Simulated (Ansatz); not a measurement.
**Ca4Al6WO16: checking a database structure before trusting its electric field gradients**

The cell is a COD entry.

Space group I-43m (No. 217); a = 9.2900 Å.

| site | Wyckoff | site symmetry | x | y | z |
| --- | --- | --- | --- | --- | --- |
| Ca | 8c | .3m | 0.2400 | 0.2400 | 0.2400 |
| Al | 12d | -4.. | 0.2500 | 0.5000 | 0.0000 |
| W | 2a | -43m | 0.0000 | 0.0000 | 0.0000 |
| O12 | 24g | ..m | 0.1400 | 0.4500 | 0.1400 |
| O24 | 8c | .3m | 0.3800 | 0.3800 | 0.3800 |

One atom of each set is listed; the run and its k-mesh use a cell of 27 atoms with edges of 8.05, 8.05, 8.05 Å.

Computed with Ansatz: DFT, PBE, plane waves and PAW, scalar-relativistic, 420 eV cutoff, Γ-centred 4×4×4 k-points, Fermi–Dirac smearing 0.02 eV.

Question: Do the atoms and the cell lie near the calculated equilibrium?

Answer: No. The largest force is 5.1 eV/Å, on atom 24 (O: 1 W at 1.93 Å, 1 Ca at 2.25 Å, angle 180°), and the pressure is 1.2 GPa. Such values can come from imprecise or misplaced coordinates, missing atoms or a wrong setting of the space group; the run alone doesn't tell which, and gradients calculated on this entry can't be taken for those of the compound at ambient conditions.
